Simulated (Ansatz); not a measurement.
## SrMg: a vibration from a frozen displacement

All numbers below come from Ansatz, DFT r2SCAN, scalar-relativistic, plane waves, PAW. Settings: plane waves to 500 eV, k-mesh 12×12×12 (Γ-centred), Gaussian smearing 0.15 eV. No spin polarisation. Energies are free energies at this smearing, counted from the undisturbed cell; pressure is positive in compression.

Zero of the scan (as given, not relaxed at this level; it stands at 6.6 GPa, and it needn't be the usual structure):

```yaml
crystal:
  lattice:
    - [3.90000, 0.00000, 0.00000]
    - [0.00000, 3.90000, 0.00000]
    - [0.00000, 0.00000, 3.90000]
  atoms:
    - { symbol: Sr, position: [0.50000, 0.50000, 0.50000] }
    - { symbol: Mg, position: [0.00000, 0.00000, 0.00000] }
```

Every Mg atom is moved by x along the Cartesian unit vector (0.000, 0.000, 1.000); the cell and all other atoms stay fixed. The cell's volume is 59.32 Å³; the moved atoms weigh 24.305 u together and the others 87.620 u. Some rows repeat others by symmetry and weren't run.

```csv
x (Å),ΔE (meV/cell),total force on the moved atoms along the move (eV/Å),pressure (GPa)
-0.5000,425.04,1.6246,8.4034
-0.4375,328.81,1.4526,8.0134
-0.3750,243.73,1.2681,7.6644
-0.3125,170.52,1.0730,7.3611
-0.2500,109.79,0.8690,7.1075
-0.1875,62.05,0.6579,6.9070
-0.1250,27.67,0.4415,6.7621
-0.0625,6.93,0.2216,6.6744
0.0000,0.00,0.0000,6.6451
0.0625,6.93,-0.2216,6.6744
0.1250,27.67,-0.4415,6.7621
0.1875,62.05,-0.6579,6.9070
0.2500,109.79,-0.8690,7.1075
0.3125,170.52,-1.0730,7.3611
0.3750,243.73,-1.2681,7.6644
0.4375,328.81,-1.4526,8.0134
0.5000,425.04,-1.6246,8.4034
```

Question: What frequency belongs to this motion?

Answer: The force constant is k = −dF/dx = 3.546 eV/Å², from the parabola through x = -0.0625, 0 and 0.0625. In every cell the moved atoms swing against the rest, so the mass is μ = m₁m₂/(m₁ + m₂) = 19.027 u, and ν̃ = 521.5 cm⁻¹ × √(|k|/μ) = 225 cm⁻¹, at this cell's pressure of 6.6 GPa. To first order in x, and within 1 %, the force on every atom lies along the move and, within each of the two groups, in proportion to the atom's mass, so this is itself a mode at the zone centre of this cell.

Question: How far does the harmonic law reach?

Answer: At x = -0.500 Å, kx²/2 = 443.20 meV against the computed 425.04 meV (-4.1 %): the well is still close to harmonic there.

Question: The pressure changes with x². What does that say about the frequency under compression?

Answer: With E = k(V)x²/2, k ∝ V^(−2γ) and x scaling with the cell as V^(1/3), P − P0 = −∂E/∂V = (2γ − 2/3) ΔE/V. At x = 0.1250 Å, V(P − P0) = 59.32 × 0.11700 / 160.2 eV = 43.32 meV and ΔE = 27.67 meV, so γ = 1/3 + V(P − P0)/(2ΔE) = 1.12. This is the Grüneisen parameter of the motion under uniform scaling of the cell: shrinking the cell evenly by 1 % in volume raises the frequency by about 1.12 %.

In a metal these slopes depend on the k mesh and the smearing.